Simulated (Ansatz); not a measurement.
**BN at a changed volume — ¹⁴N nuclear quadrupole resonance**

Cell: a COD entry, relaxed with PBE at fixed cell and then changed (volume scaled by 0.98, ions relaxed).

```
B N
1.0
     2.52295    0.00000    0.00000
    -1.26148    2.18494    0.00000
     0.00000    0.00000    6.55372
B N
2 2
Direct
  0.33333 0.66667 0.25000
  0.66667 0.33333 0.75000
  0.33333 0.66667 0.75000
  0.66667 0.33333 0.25000
```

Atoms are numbered from 1 in the order listed; like atoms form one site, named after its first atom.

The numbers come from a DFT calculation in Ansatz (PBE, plane waves and PAW, scalar-relativistic, 420 eV cutoff, Γ-centred 13×13×5 k-points, Fermi–Dirac smearing 0.02 eV).

¹⁴N: I = 1, Q = 20.44 mb (year-2017 value). Static lattice, zero field.

Question: The simulated lines lie at 0.216 MHz. What are |C_Q|, η and |V_zz| at N?

Answer: For I = 1 the lines are ν± = (3/4)|C_Q|(1 ± η/3) and ν₀ = |C_Q|η/2. Here |C_Q| = 0.288 MHz, η = 0.00 and |V_zz| = 0.58 × 10²¹ V/m². The calculation gives V_zz negative; the lines don't show the sign. The site has 3 B at 1.46 Å.

An axis of threefold or higher order runs through N, so V_zz lies along it and η is zero.

The relaxation (1 step) took 2.1 s of wall time (2 s of CPU time) and 0.4 GiB at its peak, on 1 thread of Intel Xeon Platinum 8488C (Sapphire Rapids) (x86_64; 16 cores open to the job, memory cap 3.0 GiB, no GPU), a shared host with a load of 0.2 a core.
